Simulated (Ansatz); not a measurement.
La3InN (anti-perovskite, Pm-3m), r²SCAN (plane waves, PAW; program Ansatz), all energies at zero smearing, with the estimated change up to a 700 eV cutoff added, with one set of potentials and settings (totals compare only within such a set). Cell of 5 atoms (3 La, 1 In, 1 N): -24795.867 eV.

| element | reference phase | E (eV/atom) |
|---|---|---|
| La | P6_3/mmc, 4 atoms in the cell | -6264.6784 |
| In | I4/mmm, 1 atoms in the cell | -5611.8204 |
| N | Pa-3, 8 atoms in the cell | -384.8315 |

Formation energy per atom, worked out: (-24795.867 − 3×(-6264.6784) − 1×(-5611.8204) − 1×(-384.8315))/5 = -1.036 eV/atom (-100 kJ per mol of atoms), at 0 K, without zero-point energy or fitted corrections.

The first step of the workflow began from a Materials Project structure, measured or hypothetical; the Crystallography Open Database files this formula in space group No. 221, but the cells were not matched. Whether it is the stable phase at ambient conditions was not checked. The r²SCAN relaxation kept the symmetry of its start; whether a distortion lowers the energy is not shown. The references are the lowest solids computed at this level, not always the standard phases (solids in place of the gases). Spin–orbit coupling is left out wherever it is not named.

Potentials: the later of the program's two PAW sets.
